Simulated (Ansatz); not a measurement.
LaN:
```
CELL_PARAMETERS angstrom
      4.44343     0.00000     0.00000
      0.00000     4.44343     0.00000
      0.00000     0.00000     3.69719
ATOMIC_POSITIONS crystal
  La 0.50000 0.00000 0.26837
  La 0.00000 0.50000 0.73163
  N  0.50000 0.50000 0.00000
  N  0.00000 0.00000 0.00000
```

Plane-wave PAW r²SCAN (Ansatz code) gives a gap of 1.86 eV without spin–orbit coupling, maximum on the M–Γ line, 58 % of the way from M, minimum at Γ.

Question: What happens when spin–orbit coupling is switched on?

Answer: The gap stays essentially unchanged, to 1.86 eV; maximum on the M–Γ line, 58 % of the way from M, minimum at Γ.

Question: Give the electron effective mass with spin–orbit coupling.

Answer: 0.51, 0.51, 1.7 mₑ (principal values).

Question: Give the hole effective mass with spin–orbit coupling.

Answer: 0.52, 1.0, 1.5 mₑ (principal values).

Space group P4/nmm. The workflow started from a Materials Project entry (that database holds measured and hypothetical structures alike); the Crystallography Open Database copy checked does not list it. COD files the formula under space group No. 225. Its standing as an ambient phase is unchecked. The cell was relaxed with r²SCAN under the symmetry of its start. At this level the phase is mechanically unstable.

Potentials: the later of the program's two PAW sets.
